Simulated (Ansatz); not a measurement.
This run works on a generated trial structure, not on a known crystal.

Input and command of a plane-wave DFT calculation in Ansatz:

```yaml
crystal:
  lattice:
    - [5.3546042349, 0.0, 0.0]
    - [-2.6773021174, 4.6372232946, 0.0]
    - [0.0, 0.0, 5.6363386632]
  atoms:
    - { symbol: Sc, position: [0.6666666667, 0.3333333333, 0.0] }
    - { symbol: In, position: [0.3333333333, 0.6666666667, 0.5] }
    - { symbol: Sb, position: [0.0, 0.0, 0.5] }
    - { symbol: P, position: [0.1503806416, 0.8496193584, 0.0] }
    - { symbol: P, position: [0.1503806416, 0.3007612832, 0.0] }
    - { symbol: P, position: [0.6992387168, 0.8496193584, 0.0] }
basis:
  ecutwfc: 420
kpoints:
  mp_grid: { grid: [12, 12, 8] }
hamiltonian:
  xc: pbe
scf:
  occupations: { method: gaussian, width: 0.1 }
output:
  forces: true
  stress: true
  eigenvalues: true
  write_density: true
  write_potential: true
  elf: true
  volumetric_format: npy
relax:
  adjacent_minimum: "off"
  f_tol: 0.01
  max_steps: 80
  cell: { stress_tol: 0.05 }
```

```bash
ansatz run input.yaml --threads 1 --pin off --max-ram 2560MiB --backend cpu --events-out ev --progress --plain --runs-dir out
```

Processor: AMD EPYC 7571, 1 thread, on a host shared with other jobs.

How long does it run, and how much memory does it take?

About 19 min, peak memory 0.7 GiB. It solves 33 bands at 95 k points (after reduction by symmetry) with about 2809 plane waves (on the last cell), in 47 SCF iterations over 8 ionic steps.
